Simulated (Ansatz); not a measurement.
Consider the following.

ZrCu (CsCl type, space group No. 221), a = 3.1920 Å, b = 3.1920 Å, c = 3.1920 Å, α = 90.00°, β = 90.00°, γ = 90.00°.

This is the LDA-relaxed structure.

All from plane-wave PAW LDA (Ansatz code), unless another level is named. Give the density of states at the Fermi level.

1.4 states/eV per atom (mean over ±0.08 eV).

And the formation energy from the elements (no fitted shifts)?

-0.11 eV/atom.

Space group Pm-3m (CsCl type). The first step of the workflow began from a Materials Project structure, measured or hypothetical; the Crystallography Open Database copy checked does not list it. With Zr and Cu taken as one species the cell has the higher symmetry Im-3m, so it may be an ordered model of a mixed-site phase. Its standing as an ambient phase is unchecked. The LDA relaxation kept the symmetry of its start; of distortions, only those at the zone centre were tested. The run is not spin-polarised. The references are the lowest solids computed at this level, not always the standard phases. Spin–orbit coupling is left out wherever it is not named.

Potentials: the later of the program's two PAW sets.
